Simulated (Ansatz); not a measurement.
The slice is one period of a {110} plane through atoms; its size isn't given.

The numbers are results of PBEsol (plane waves to 420 eV, PAW, scalar-relativistic; Ansatz, a program for electronic structure), not measurements. These are valence fields of a PAW run, semicore shells included where kept as valence: close to a nucleus they are smooth pseudo fields.

```
|9988665533222211000011222233556688|
|7766554433221111000011112233445566|
|5555443322221100000000112222334455|
|4433332222111100000000111122223333|
|3333222211110000000000001111222233|
|2222221111000000000000000011112222|
|3322221111000000000000000011112222|
|4444332211000000000000000011223344|
|5555443322110000000000001122334455|
|5555554433111100000000111133445555|
|5555555544221100000000112244555555|
|5555555544221111000011112244555555|
|5555555544221100000000112244555555|
|5555554433111100000000111133445555|
|5555443322110000000000001122334455|
|4444332211000000000000000011223344|
|3322221111000000000000000011112222|
|2222221111000000000000000011112222|
|3333222211110000000000001111222233|
|4433332222111100000000111122223333|
|5555443322221100000000112222334455|
|7766554433221111000011112233445566|
|9988665533222211000011222233556688|
|9999775533222211111111222233557799|
```
Scale: ten equal steps from -1.47 (start of '0') to 1.36 (end of '9'), in the order '0123456789'. Values: log₁₀ of the valence density in e/Å³. The map has 17 points along u (two characters each, u = 0 at the left) and 24 along v (v = 0 in the bottom row). The scale is logarithmic, as a density can span decades between atoms and voids.

```
|xxxx..--++##**--....--**##++--..xx|
|  ..::==**##**--....--**##**==::..|
|----==++####++::....::++####++==--|
|++++**####**==::....::==**####**++|
|********++==::..    ..::==++******|
|------::::....        ....::::----|
|::::..                        ..::|
|%%##++::                    ::++##|
|@@@@@@**::      ....      ::**@@@@|
|##%%@@@@++      ....      ++@@@@%%|
|xxxx%%@@##..    ....    ..##@@%%xx|
|xxxx##@@%%::    ....    ::%%@@##xx|
|xxxx%%@@##..    ....    ..##@@%%xx|
|##%%@@@@++      ....      ++@@@@%%|
|@@@@@@**::      ....      ::**@@@@|
|%%##++::                    ::++##|
|::::..                        ..::|
|------::::....        ....::::----|
|********++==::..    ..::==++******|
|++++**####**==::....::==**####**++|
|----==++####++::....::++####++==--|
|  ..::==**##**--....--**##**==::..|
|xxxx..--++##**--....--**##++--..xx|
|xxxx  --++##**--....--**##++--  xx|
```
Scale: ten equal steps from 0.04 (start of ' ') to 0.85 (end of '@'), in the order ' .:-=+*#%@'. Values: electron localisation function (ELF). The map has 17 points along u (two characters each, u = 0 at the left) and 24 along v (v = 0 in the bottom row). Points within 0.5 Å of a nucleus are blanked (x), as the pseudised field means little there.

Problem. Which relaxed crystal do these maps come from?
A) LaSb (rock salt)
B) MgSe (rock salt)
C) TaN (rock salt)
D) YN (rock salt)

Solution. A, LaSb (rock salt). Atoms on the slice: La at (0.00, 0.50); Sb at (0.00, 0.00)

All were relaxed with their symmetry unable to fall. LaSb is run without spin polarisation. Spin-orbit coupling is left out. TaN is run without spin polarisation. This is a high-temperature form of TaN. YN is run without spin polarisation.
